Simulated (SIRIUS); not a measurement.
Input and output of a self-consistent single point for Nb2Co3Ge (P6_3/mmc, 12 atoms in the cell; from Materials Project mp-1220720) (SIRIUS).

Method: PBEsol, GBRV PBEsol ultrasoft pseudopotentials (plane waves; SIRIUS).

```
Nb2Co3Ge
1.0
    4.86546     0.00000     0.00000
   -2.43273     4.21361     0.00000
    0.00000     0.00000     7.62014
Nb Co Ge
4 6 2
Direct
  0.66667   0.33333   0.93859
  0.33333   0.66667   0.06141
  0.33333   0.66667   0.43859
  0.66667   0.33333   0.56141
  0.17174   0.34348   0.75000
  0.82826   0.65652   0.25000
  0.82826   0.17174   0.25000
  0.17174   0.82826   0.75000
  0.65652   0.82826   0.75000
  0.34348   0.17174   0.25000
  0.00000   0.00000   0.00000
  0.00000   0.00000   0.50000
```

Reference input (self-consistent single point, DFT, PBEsol, plane waves, GBRV PBEsol ultrasoft pseudopotentials): parameters.ngridk = 3 3 2; parameters.xc_functionals = [XC_GGA_X_PBE_SOL, XC_GGA_C_PBE_SOL]; parameters.gk_cutoff = 6.325 1/bohr; parameters.pw_cutoff = 14.143 1/bohr; parameters.smearing = fermi_dirac; parameters.smearing_width = 0.00367493 Ha; potentials = GBRV PBEsol ultrasoft pseudopotentials; parameters.electronic_structure_method = pseudopotential; parameters.num_bands = 109; parameters.num_mag_dims = 0; parameters.num_dft_iter = 100; parameters.energy_tol = 1e-07 Ha. This run's input differs from it in these lines:

```diff
@@ -22,4 +22,4 @@
     "num_dft_iter": 100,
-    "energy_tol": 1e-07,
-    "density_tol": 1e-06
+    "energy_tol": 0.001,
+    "density_tol": 0.001
   },
```

The program printed (abridged):

```
[find] density tolerance         : 0.001
[find] total energy tolerance    : 0.001
[find] iter_solver_tol (initial) : 0.01
[find] iter_solver_tol (target)  : 1e-13
[find] num_dft_iter              : 100
Charges and magnetic moments
--------------------------------------------------------------------------------
total charge          : 182.000000
[find] | SCF iteration   0 out of 100|
[diagonalize] iterative solver tolerance (occupied, empty): 0.01 0.01
[diagonalize] average number of iterations: 2
[find] Charges and magnetic moments
[find] total charge          : 182.000000
[find] Energy
   [... lines left out ...]

[find] Charges and magnetic moments
[find] total charge          : 182.000000
[find] Energy
[find] smearing (-TS)                 :      -0.01675606
[find] Total energy                   :   -1344.00519653 (Ha),   -2688.01039307 (Ry)
[find] Free energy (E-TS)             :   -1344.02195259 (Ha),   -2688.04390519 (Ry)
[find] band gap (eV)                  :       0.00000000
[find] Efermi                         :       0.69669754
[find] iteration : 11, RMS (target) : 7.2996e-04 (1.0000e-03) , energy difference (target) : -3.3504e-05 (1.0000e-03)
[find] bands are converged : true
[find] iterative solver converged : false
[find] converged after 12 SCF iterations!
[find] Charges and magnetic moments
[find] total charge          : 182.000000
[find] Energy
[find] smearing (-TS)                 :      -0.01675606
[find] Total energy                   :   -1344.00519653 (Ha),   -2688.01039307 (Ry)
[find] Free energy (E-TS)             :   -1344.02195259 (Ha),   -2688.04390519 (Ry)
[find] band gap (eV)                  :       0.00000000
[find] Efermi                         :       0.69669754
[ground_state] === stress tensor components [kbar] ===
[ground_state] === stress_total ===
[ground_state]    39.980884   -0.000000    0.000000
[ground_state]    -0.000000   39.980884   -0.000000
[ground_state]     0.000000   -0.000000   62.676197
[ground_state] ==== total Forces in Ha/bohr =====
   [... lines left out ...]
[ground_state] atom:    7, force:       0.0018654     -0.0010770      0.0000000
[ground_state] atom:    8, force:      -0.0018654     -0.0010770      0.0000000
[ground_state] atom:    9, force:       0.0018654      0.0010770      0.0000000
[ground_state] atom:   10, force:       0.0000000      0.0000000      0.0000000
[ground_state] atom:   11, force:       0.0000000      0.0000000      0.0000000
```

The run converged in 12 iterations. SIRIUS prints the stress tensor with tension positive. Against the reference run the free energy stays essentially unchanged (within 1 meV/atom), the pressure goes from -4.63 to -4.75 GPa and the largest force hardly changes (0.202 to 0.204 eV/Å).

The run has no spin polarisation, so moments on Co cannot form. This run is one point of a test of settings, so its values need not be converged; read them against the reference run alone. The structure comes from a collection of computed structures, made at another level of theory; the collection holds predicted forms beside known ones. No clean gap shows at this smearing width and mesh (spacing up to 0.50 Å⁻¹); the mesh is coarse for partly filled bands, so the values carry mesh errors.

Cost on one core: very roughly 100 core-seconds.
